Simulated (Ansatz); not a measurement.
# Computed scan of one atom of the cell: TiSi2 (C49 type, space group Cmcm)

TiSi₂ (C49 type, space group Cmcm)

```yaml
crystal:
  lattice:
    - [1.76356, -6.76170, 0.00000]
    - [1.76356, 6.76170, 0.00000]
    - [0.00000, 0.00000, 3.56562]
  atoms:
    - { symbol: Si, position: [0.94171, 0.05829, 0.75000] }
    - { symbol: Si, position: [0.05829, 0.94171, 0.25000] }
    - { symbol: Si, position: [0.25028, 0.74972, 0.75000] }
    - { symbol: Si, position: [0.74972, 0.25028, 0.25000] }
    - { symbol: Ti, position: [0.60322, 0.39678, 0.75000] }
    - { symbol: Ti, position: [0.39678, 0.60322, 0.25000] }
```

In this cell atom 2 (Si, nearest neighbour Si at 2.380 Å; its periodic images, 3.5 Å or more away, move with it) is moved by s along Cartesian z, unit vector (0.000, 0.000, 1.000); all other atoms and the cell stay fixed.

Level of theory: r2SCAN (plane waves to 500 eV, PAW, scalar-relativistic; Ansatz, a program for electronic structure). k mesh 11×11×11 (Γ-centred), Fermi-Dirac smearing 0.05 eV. E stands for the smeared free energy. Compression counts positive. With partly filled bands, energies and forces of such displacements shift with the k mesh and the smearing. F∥ is the force on the atom along that direction. F⊥ is the part of the force across the line. The PAW data are Ansatz's earlier set. This is one of several known forms of TiSi2; the measured ambient cells at hand have space group No. 70. TiSi2 is run without spin polarisation. TiSi2 was relaxed with its symmetry unable to fall. ΔE is measured from the undisplaced structure.

```csv
s (Å),ΔE (eV/cell),|F⊥| (eV/Å),F∥ (eV/Å),P (GPa)
-0.240,0.431,0.431,3.620,2.2
-0.192,0.275,0.272,2.881,1.4
-0.144,0.154,0.151,2.152,0.8
-0.096,0.069,0.066,1.430,0.4
-0.048,0.017,0.016,0.713,0.1
0.000,0.000,0.001,0.000,0.0
0.048,0.017,0.016,-0.713,0.1
0.096,0.069,0.066,-1.430,0.4
0.144,0.154,0.151,-2.152,0.8
0.192,0.275,0.272,-2.881,1.4
0.240,0.431,0.431,-3.620,2.2
```

What the scan shows:

```
Property                                                                                                                                         Result
--------------------------------------------------------  ---------------------------------------------------------------------------------------------
Energy at s = 0.240 Å                                                                                                                      431 meV/cell
Force along the line at s = -0.240 Å                                                                                                          3.62 eV/Å
Symmetry of the curve                                                                                                     even: the same for both signs
Shape of the curve                                                                       a single well with its minimum at or next to zero displacement
Force constant k = d²E/ds² at s = 0 (finite differences)                                                                                     14.9 eV/Å²
Harmonic estimate at the end of the scan                  ½ks² = 428 meV/cell against the computed 431 meV/cell, so the well is close to harmonic there
```

The 11 points together took very roughly 40 core-minutes.

(For displaced atoms, the force is minus the slope of the energy, and its curvature is a force constant, which sets phonon frequencies.)
